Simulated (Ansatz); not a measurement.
InP:
```cif
data_In2P2
_chemical_formula_sum 'In2 P2'
_space_group_name_H-M_alt 'P63mc'
_space_group_IT_number 186
_space_group_name_Hall 'P 6c -2c'
_cell_length_a 4.16917
_cell_length_b 4.16917
_cell_length_c 6.84488
_cell_angle_alpha 90.000
_cell_angle_beta 90.000
_cell_angle_gamma 120.000
loop_
_atom_site_label
_atom_site_type_symbol
_atom_site_symmetry_multiplicity
_atom_site_Wyckoff_symbol
_atom_site_fract_x
_atom_site_fract_y
_atom_site_fract_z
_atom_site_occupancy
In1 In 2 b 0.33333 0.66667 0.00024 1
P1 P 2 b 0.33333 0.66667 0.37476 1
```

Relaxed with r²SCAN. DFT-r²SCAN in the program Ansatz with PAW potentials gives a gap of 1.10 eV.

What gap does HSE06 give on the same cell (Ansatz, PAW)?

1.42 eV, 0.32 eV more. The hybrid was solved on a coarser mesh and at special points; its gap is the smallest among all of these.

Cost on shared cores: the r²SCAN run (SCF on a 8×8×4 mesh, then bands and DOS) very roughly 90 core-seconds, the HSE06 run (SCF on 6×6×3, then a few points) very roughly 2.6 core-minutes; the tasks are unlike.

Space group P6_3mc (wurtzite). The first step of the workflow began from a Materials Project structure, measured or hypothetical; the Crystallography Open Database copy checked does not list it. It is not the phase usual at ambient conditions (space group No. 216). Symmetry was held in the r²SCAN relaxation; whether a distortion lowers the energy is not shown. Spin–orbit coupling is left out wherever it is not named.

Potentials: the later of the program's two PAW sets.
